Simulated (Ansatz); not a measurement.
Ga2Cu (space group P4/mmm)

```
Ga2Cu
1.0
    5.54212     0.00000     0.00000
    0.00000     2.77106     0.00000
    0.00000     0.00000     5.66530
Ga Cu
4 2
Direct
  0.25000   0.50000   0.28331
  0.75000   0.50000   0.28331
  0.25000   0.50000   0.71669
  0.75000   0.50000   0.71669
  0.00000   0.00000   0.00000
  0.50000   0.00000   0.00000
```

The atoms are displaced by Q × the pattern below (from a DFPT mode at X = (0.5, 0.0, 0.0), largest move 1; Q in Å), at fixed cell. (q is in reciprocal vectors of the primitive cell; the cell shown is doubled to hold the pattern.)

```csv
atom,x,y,z
Ga1,0.000,0.000,1.000
Ga2,0.000,0.000,-1.000
Ga3,0.000,0.000,1.000
Ga4,0.000,0.000,-1.000
```

Atoms not listed stay in place.

Level of theory: LDA (plane waves to 420 eV, PAW, scalar-relativistic; Ansatz, a program for electronic structure). k mesh 9×17×8 (Γ-centred), Fermi-Dirac smearing 0.05 eV. E stands for the smeared free energy. With partly filled bands, energies and forces of such displacements shift with the k mesh and the smearing. Ga2Cu is run without spin polarisation. Ga2Cu was relaxed with its symmetry unable to fall. The zero of ΔE is the undisplaced structure. The last digit holds for this mesh only.

| Q (Å) | ΔE (meV/cell) |
|---|---|
| -0.1000 | 62.5 |
| -0.0833 | 43.3 |
| -0.0667 | 27.7 |
| -0.0500 | withheld |
| -0.0333 | 6.9 |
| -0.0167 | 1.7 |
| 0.0000 | 0.0 |
| 0.0167 | 1.7 |
| 0.0333 | 6.9 |
| 0.0500 | withheld |
| 0.0667 | 27.7 |
| 0.0833 | 43.3 |
| 0.1000 | 62.5 |

Question: Fit an even polynomial form (powers 2, 4) to the given rows and predict ΔE at Q = 0.0500.

Answer: Least squares on the 11 given rows: ΔE = (6211)·Q² + (3930)·Q⁴, in meV/cell with Q in Å; root-mean-square residual 0.02 meV/cell. At 0.0500 the fit gives 15.6 meV/cell; the calculation gives 15.6 meV/cell, the same to the digits shown. The quadratic term alone would give 15.5 meV/cell.

(A displaced cell: forces are minus the slopes of the energy, force constants its curvatures, and phonons follow from these.)
